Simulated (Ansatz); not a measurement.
Values for one crystal, relaxed and computed with DFT-r²SCAN in the program Ansatz with PAW potentials; other levels are named.

```yaml
volume_per_atom: 14.22 Å³
electronic_character: metallic (no gap)
Formation energy from the elements (no fitted shifts): -0.26 eV/atom
Density of states at the Fermi level: 1.0 states/eV per atom (mean over ±0.08 eV)
```

Pick the material that matches.
A) LiPd3, Cu3Au type
B) AlFe3, Cu3Au type
C) LiMg, C2/m (Li on 4i, Mg on 4i)
D) FeNi3, Cu3Au type

A, LiPd3, Cu3Au type

Space group Pm-3m (Cu3Au type). The first step of the workflow began from a Materials Project structure, measured or hypothetical; the Crystallography Open Database copy checked does not list it. With Li and Pd taken as one species the cell has the higher symmetry Fm-3m, so it may be an ordered model of a mixed-site phase. Whether it is the stable phase at ambient conditions was not checked. The cell was relaxed with r²SCAN under the symmetry of its start; whether a distortion lowers the energy is not shown. The run is not spin-polarised. The references are the lowest solids computed at this level, not always the standard phases. Scalar-relativistic: spin–orbit coupling is off unless named, which matters more the heavier the elements.

Potentials: the later of the program's two PAW sets.
